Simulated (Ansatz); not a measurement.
Pd (fcc, Cu type)

```
Pd
1.0
    0.00000     3.94259     3.94259
    1.97130     0.00000     1.97130
    1.97130     1.97130     0.00000
Pd
2
Direct
  0.00000   0.00000   0.00000
  0.50000   0.00000   0.00000
```

The atoms are displaced by Q × the pattern below (from a DFPT mode at L = (0.5, 0.0, 0.0), largest move 1; Q in Å), at fixed cell. (q is in reciprocal vectors of the primitive cell; the cell shown is doubled to hold the pattern.)

```tsv
atom	x	y	z
Pd1	-0.577	0.577	0.577
Pd2	0.577	-0.577	-0.577
```

All values below come from PBE (plane waves to 420 eV, PAW, scalar-relativistic; Ansatz, a program for electronic structure). k mesh 10×20×20 (Γ-centred), Fermi-Dirac smearing 0.05 eV. E stands for the smeared free energy. With partly filled bands, energies and forces of such displacements shift with the k mesh and the smearing. Pd is run without spin polarisation. Pd was relaxed with its symmetry unable to fall. The PAW data are Ansatz's earlier set. ΔE is measured from the undisplaced structure.

The scan covers Q from -0.100 to 0.100 Å in 13 points.

Question: Which space group does the distorted structure have?

Answer: R-3m (No. 166), lowered from Fm-3m.

Question: Is this a single well or a double well?

Answer: A single well with its minimum at or next to zero displacement.

Question: What is the energy change at Q = 0.100 Å?

Answer: 187 meV/cell.

Question: What harmonic wavenumber does the curvature at Q = 0 give?

Answer: 216 cm⁻¹.

(A displaced cell: forces are minus the slopes of the energy, force constants its curvatures, and phonons follow from these.)
